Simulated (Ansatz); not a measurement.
## Mg (Fm-3m), comparing deformations

Computed with Ansatz, DFT PBEsol, scalar-relativistic, plane waves, PAW. Cutoff 420 eV, Γ-centred 18×18×18 k-points, Gaussian smearing of 0.15 eV. No spin polarisation. Energies are free energies at this smearing, counted from the undisturbed cell; pressure is positive in compression.

Zero of the scan (as given, not relaxed at this level; it stands at 0.1 GPa; this fcc form isn't the usual structure):

```
Mg
1.0
     0.00000    2.24426    2.24426
     2.24426    0.00000    2.24426
     2.24426    2.24426    0.00000
Mg
1
Cartesian
  0.0000 0.0000 0.0000
```

The cell is strained by ε times a Voigt pattern (xx, yy, zz, yz, xz, xy; engineering shear) with fractional coordinates fixed. τ = (1/V0) dE/dε comes from the stress tensor. Of each scan, only the three points used here are listed.

```
           pattern        ε  τ (GPa)
(1, 1, 0, 0, 0, 0)  -0.0150    -2.73
(1, 1, 0, 0, 0, 0)   0.0000    -0.26
(1, 1, 0, 0, 0, 0)   0.0150     1.96
(0, 0, 1, 0, 0, 0)  -0.0150   -0.815
(0, 0, 1, 0, 0, 0)   0.0000   -0.129
(0, 0, 1, 0, 0, 0)   0.0150    0.556
```

Problem. Which constants do the scans give, and which deformation costs least for the same size of strain tensor?

Solution. The slope dτ/dε at zero (parabola through three points) is pᵀCp: (1, 1, 0, 0, 0, 0) gives 2(C11 + C12) = 157 GPa; (0, 0, 1, 0, 0, 0) gives C11 = 46 GPa. The size of the strain tensor, ε:ε, is ε² times 2.0, 1.0. Per unit of it the stiffnesses are 78, 46 GPa, so (0, 0, 1, 0, 0, 0) is the softest of these: at ε:ε = (1 %)² the quadratic term costs 0.32 meV/atom against 0.55 for the stiffest. These are clamped-ion values.

Problem. What else follows for this cubic crystal?

Solution. From the unrounded slopes C11 = 45.7 and C12 = 32.6 GPa, so B = (C11 + 2 C12)/3 = 37 GPa and the Poisson ratio for a pull along a cube edge is C12/(C11 + C12) = 0.42.

In a metal these slopes depend on the k mesh and the smearing.